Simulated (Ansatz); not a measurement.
## Computed properties of BaGa$_{2}$H$_{2}$

BaGa2H2:
```
CELL_PARAMETERS angstrom
      4.51544     0.00000     0.00000
     -2.25772     3.91049     0.00000
      0.00000     0.00000     4.95742
ATOMIC_POSITIONS crystal
  H  0.33333 0.66667 0.13082
  H  0.66667 0.33333 0.86918
  Ba 0.00000 0.00000 0.00000
  Ga 0.33333 0.66667 0.46804
  Ga 0.66667 0.33333 0.53196
```

Space group P-3m1 (No. 164); conventional cell a = b = 4.515 Å, c = 4.957 Å, α = β = 90.00°, γ = 120.00°.

Method: r²SCAN (plane waves, PAW; program Ansatz). The cell and atoms are relaxed at this level. Other levels are named where they apply.

**Cell and energy**

```json
{
 "volume_per_atom": "17.51 Å³",
 "density": "5.29 g/cm³",
 "Formation energy from the elements (no fitted shifts)": "-0.55 eV/atom"
}
```

**Electronic structure**

```json
{
  "electronic_character": "metallic (no gap)",
  "Density of states at the Fermi level": "0.03 states/eV per atom (mean over ±0.08 eV)",
  "Gap with spin–orbit coupling": "none (metallic)"
}
```

**Mechanics**

```json
{
 "Bulk modulus (Birch–Murnaghan fit)": "44.4 GPa",
 "Pressure derivative B′": "4.0"
}
```

**Charges**

```json
{
  "bader_charges": "H -0.55, Ba +1.38, Ga -0.13 e"
}
```

The workflow started from an entry of the Crystallography Open Database (COD). Whether it is the stable phase at ambient conditions was not checked. The r²SCAN relaxation kept the symmetry of its start; its stability against distortions is not shown here. The references are the lowest solids computed at this level, not always the standard phases (solids in place of the gases). Scalar-relativistic: spin–orbit coupling is off unless named, which matters more the heavier the elements.

Potentials: the later of the program's two PAW sets.
